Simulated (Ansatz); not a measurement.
Ta:
Space group P6₃/mmc (No. 194); a = 2.8898 Å, b = 2.8898 Å, c = 5.1137 Å, α = 90.00°, β = 90.00°, γ = 120.00°

| atom | site | symmetry | x | y | z |
|---|---|---|---|---|---|
| Ta | 2d | -6m2 | 0.6667 | 0.3333 | 0.2500 |

Relaxed at zero pressure with DFT-r²SCAN in the program Ansatz with PAW potentials.

Question: The volume is raised by 6 % and shape and atoms relax at that volume. What pressure results, and how do the axes share the change?

Answer: -10.3 GPa; a 1.8 %, b 1.8 %, c 2.3 %; the energy rises by 37 meV/atom.

Question: Give the new structure.

Answer: 
Space group P6₃/mmc (No. 194); a = b = 2.942 Å, c = 5.229 Å, α = β = 90.00°, γ = 120.00°

```csv
atom,site,symmetry,x,y,z
Ta,2d,-6m2,0.6667,0.3333,0.2500
```

The phase is kept; no other phase was compared at this pressure.

Space group P6_3/mmc (hcp (Mg type)). The start of the workflow was typed in or built on a structure type; the Crystallography Open Database copy checked does not list it. It is not the phase usual at ambient conditions (space group No. 229). Symmetry was held in the r²SCAN relaxation; its stability against distortions is not shown here. The run is not spin-polarised. Axis ratios of metals converge slowly with the k-mesh, so a and c are less sure than the volume. Scalar-relativistic: spin–orbit coupling is off unless named, which matters more the heavier the elements.

Potentials: the earlier of the program's two PAW sets.
